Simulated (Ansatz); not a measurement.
## PdGe in the rocksalt structure

The computed numbers are results of PBEsol, scalar-relativistic (no spin polarisation) in the plane-wave PAW code Ansatz at 420 eV, Γ-centred 10×10×10 mesh, 0.05 eV Gaussian smearing. The datasets are Ansatz's generated set soft_2.

```yaml
crystal:
  lattice:
    - [0.00000, 2.56507, 2.56507]
    - [2.56507, 0.00000, 2.56507]
    - [2.56507, 2.56507, 0.00000]
  atoms:
    - { symbol: Pd, position: [0.50000, 0.50000, 0.50000] }
    - { symbol: Ge, position: [0.00000, 0.00000, 0.00000] }
```

This is a trial structure; measured cells of the compound in the Crystallography Open Database are in space group Pnma.

The cell has space group Fm-3m (read at 0.01 Å). In it the stress is 0.00, 0.00, 0.00, 0.00, 0.00, 0.00 GPa and the largest force component 0.000 eV/Å. Each change below starts from this cell, without further relaxation. Stress is in GPa, positive in compression, in the order xx, yy, zz, yz, xz, xy; energies are counted from the cell above and are free energies with the smearing's entropy, which match forces and stress in a metal.

Task: What happens when atom 1 (Pd) is moved by 0.02 Å along z?

Result: The energy changes by 0.5 meV per cell, and the force on it along the shift is -0.0466 eV/Å (−F/u = 2.33 eV/Å²). Stress: -0.01, -0.01, 0.07, 0.00, 0.00, 0.00.
```
atom  Fx (eV/Å)     Fy      Fz
 Pd1      0.000  0.000  -0.047
 Ge2      0.000  0.000   0.047
```

Task: What stress follows from an engineering strain of -1 % in zz, atoms carried along?

Result: 0.74, 0.74, 2.61, 0.00, 0.00, 0.00 GPa; the energy changes by 2.7 meV per cell.
The change of the stress over the strain gives a clamped-atom stiffness of about 261 GPa for this component, a secant value that lies under the elastic constant in tension and over it in compression, by several per cent for each per cent of strain.
In a harmonic crystal the energy would rise by V(½Cε² − σ₀ε), with σ₀ the stress of the unstrained cell, = 2.7 meV, which matches.
